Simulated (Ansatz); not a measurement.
# YPd3 under pressure

These are results of DFT LDA, scalar-relativistic, plane waves, PAW in Ansatz 0.2.0, not measurements. Cutoff 420 eV, 10×10×10 k-points (Γ-centred), Fermi-Dirac smearing of 0.15 eV. No spin polarisation. Phonons by linear response, acoustic sum rule imposed.

Equilibrium structure at this level:
```cif
data_structure
_symmetry_space_group_name_H-M 'P 1'
_symmetry_Int_Tables_number 1
_cell_length_a 4.0164
_cell_length_b 4.0164
_cell_length_c 4.0164
_cell_angle_alpha 90.000
_cell_angle_beta 90.000
_cell_angle_gamma 90.000
_cell_volume 64.79
loop_
_atom_site_label
_atom_site_type_symbol
_atom_site_fract_x
_atom_site_fract_y
_atom_site_fract_z
_atom_site_occupancy
Y1 Y 0.00000 0.00000 0.00000 1
Pd1 Pd 0.00000 0.50000 0.50000 1
Pd2 Pd 0.50000 0.00000 0.50000 1
Pd3 Pd 0.50000 0.50000 0.00000 1
```

In a metal, frequencies and elastic constants depend on the k mesh and the smearing, soft modes and shear constants most.

Question: The cell is relaxed again at 2 and 6 GPa. How do volume, gap and optical modes at Γ (cm⁻¹, counted from the lowest optical one; a degenerate one stands once) change?

Answer:
```csv
,0 GPa,2 GPa,6 GPa
V/V0,1.000,0.988,0.966
gap (eV),0.00,0.00,0.00
mode 1,133,137,145
mode 4,143,147,154
mode 7,199,205,215
```